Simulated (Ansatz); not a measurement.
KTaO3 (cubic perovskite, space group No. 221) at seven volumes, DFT-PBE in the program Ansatz with PAW potentials, scaled uniformly. One row is withheld.

```json
[
 {"V (Å³/atom)": "11.862", "P (GPa)": "21.90"},
 {"V (Å³/atom)": "12.253", "P (GPa)": "13.37"},
 {"V (Å³/atom)": "12.644", "P (GPa)": "6.14"},
 {"V (Å³/atom)": "13.035", "P (GPa)": "0.00"},
 {"V (Å³/atom)": "13.427", "P (GPa)": "?"},
 {"V (Å³/atom)": "13.818", "P (GPa)": "-9.62"},
 {"V (Å³/atom)": "14.209", "P (GPa)": "-13.36"}
]
```

Task: Fit the shown pressures and predict the withheld one.

Result: P = (3/2)B₀(x^(7/2) − x^(5/2))[1 + (3/4)(B′ − 4)(x − 1)] with x = (V₀/V)^(2/3). Least squares on the six rows gives V₀ = 13.036 Å³/atom, B₀ = 188 GPa, B′ = 4.47. At V = 13.427, x = 0.9805 and P = -5.20 GPa. The run itself gave -5.21 GPa.

Space group Pm-3m (cubic perovskite). The cell was relaxed with PBE under the symmetry of its start. At this level the phase is dynamically unstable (imaginary phonons). No spin polarisation was allowed. Spin–orbit coupling is left out wherever it is not named.

Potentials: the later of the program's two PAW sets.
